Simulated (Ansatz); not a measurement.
MoS$_{2}$:
```yaml
crystal:
  lattice:
    - [1.58812, 0.91690, 6.22378]
    - [-1.58812, 0.91690, 6.22378]
    - [0.00000, -1.83380, 6.22378]
  atoms:
    - { symbol: Mo, position: [0.99977, 0.99977, 0.99977] }
    - { symbol: S, position: [0.41626, 0.41626, 0.41626] }
    - { symbol: S, position: [0.24999, 0.24999, 0.24999] }
```

Relaxed with r²SCAN+D4.

Problem. Decompose the optical modes at the zone centre into irreducible representations, and say which are infrared and Raman allowed.

Solution. Point group 3m: Γ_opt = 2A1 + 2E. Infrared: A1, E. Raman: A1, E.

Problem. Assign frequencies (DFPT, r²SCAN+D4 (plane waves, PAW; program Ansatz); without the LO–TO term).

Solution. E 288, E 384, A1 417, A1 470 cm⁻¹.

Space group R3m. The r²SCAN+D4 relaxation kept the symmetry of its start. The run is not spin-polarised.

Potentials: the earlier of the program's two PAW sets.
